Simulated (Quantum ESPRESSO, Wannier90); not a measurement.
## Wannierisation of PtS₂ (CdI2 type)

```
begin unit_cell_cart
ang
    3.5487400037    0.0000000000    0.0000000000
   -1.7743700019    3.0732989946    0.0000000000
    0.0000000000    0.0000000000    5.5970700000
end unit_cell_cart
begin atoms_frac
Pt   0.0000000000  0.0000000000  0.0000000000
S   -0.3333333333  0.3333333333 -0.2203400000
S    0.3333333333 -0.3333333333  0.2203400000
end atoms_frac
```

Structure: Materials Project mp-762, symmetrised, not relaxed again. COD (Crystallography Open Database) has an entry of this formula and space group (matched by these alone). Method: PBEsol plane waves in Quantum ESPRESSO 7.5 (PseudoDojo norm-conserving files, 68 Ry, spinors with spin-orbit coupling), Bloch states on a 6×6×4 mesh through Γ, Wannier90 4.0.1. Density: 12×12×6 mesh, cold smearing 0.01 Ry. The cell is built of weakly bound layers, chains or molecules, whose nearest atoms lie 3.74 Å apart. Database cells relaxed without dispersion often hold them too far apart, which can enlarge gaps and weakens couplings between them; spacing and stacking were not compared with the measured crystal.

Bands 31-34 form an isolated set from 1.15 to 2.97 eV relative to the valence-band maximum (on the path) and are turned into 4 Wannier functions by minimising the spread from the start: SCDM (isolated).

Centres (Cartesian, Å; one of the equivalent choices) and spreads:

```json
[
 {"n": "1", "x": "0.000", "y": "0.000", "z": "0.000", "spread (Å²)": "6.188", "nearest atom": "Pt1"},
 {"n": "2", "x": "0.000", "y": "0.000", "z": "0.000", "spread (Å²)": "6.188", "nearest atom": "Pt1"},
 {"n": "3", "x": "0.000", "y": "0.000", "z": "0.000", "spread (Å²)": "6.189", "nearest atom": "Pt1"},
 {"n": "4", "x": "0.000", "y": "0.000", "z": "0.000", "spread (Å²)": "6.187", "nearest atom": "Pt1"}
]
```

Ω_I = 24.44 Å², Ω_total = 24.75 Å²; the interpolated bands follow pw.x to 18 meV rms on the path. Only this start was tried; a symmetric start can stop on a saddle, and mixtures of these functions could lower the total by at most Ω_total − Ω_I.
